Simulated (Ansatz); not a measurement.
The start is a relaxed YF3 cell, doubled along one cell vector, shaken by Gaussian noise of σ = 0.08 Å a coordinate. The cell and all atomic positions are relaxed at zero pressure with PBEsol (plane waves to 420 eV, PAW, scalar-relativistic; Ansatz, an electronic-structure program). First-step values are on the input's coarse k-mesh.

Ansatz input (later rounds restart from its end on a renewed k-mesh):
Ansatz 0.2 input:
```yaml
crystal:
  lattice:
    - [0, 3.5885103122, 3.9865046704]
    - [1.9053318639, 0, 3.9865046704]
    - [3.8106637278, 7.1770206244, 0]
  atoms:
    - { symbol: F, position: [0.6069492726, 0.8829913115, 0.0253970828] }
    - { symbol: F, position: [0.6171954103, 0.8697460205, 0.5338484799] }
    - { symbol: F, position: [0.8702401143, 0.623097909, 0.2207406336] }
    - { symbol: F, position: [0.8777479052, 0.6290457659, 0.6978261902] }
    - { symbol: F, position: [0.4111846765, 0.5113174588, 0.2746689824] }
    - { symbol: F, position: [0.4249212923, 0.5339385145, 0.7669231094] }
    - { symbol: Y, position: [0.2209708385, 0.1988773717, 0.3798658835] }
    - { symbol: Y, position: [0.2007374013, 0.2374683409, 0.8809388822] }
basis: { ecutwfc: 420, ecutrho_ratio: 4, xc_grid: 2, fft_grid_basis: typed }
kpoints: { mp_grid: { grid: [7, 7, 4] } }
hamiltonian:
  xc: pbesol
  dispersion: none
  pseudopotentials: { kind: paw }
scf: { occupations: { method: fermi_dirac, width: 0.05 } }
relax: { f_tol: 0.01, max_steps: 100, cell: { stress_tol: 0.02 } }
output: { forces: true, stress: true }
```

- Largest initial force: 2.91 eV/Å, on F2 (atoms numbered as listed)
- Relative to the parent: It does not go back: it reaches P-3m1 (No. 164), 0.208 eV/atom below the parent
- Optimiser moves: 36

Final values are on a 10×10×8 k-mesh of the relaxed cell. No spin polarisation in the result.

The relaxed structure here is a generated cell of YF3: the first start was made by a random draw of sites in a space group, and the end was not matched to a known phase here, so it may be hypothetical.
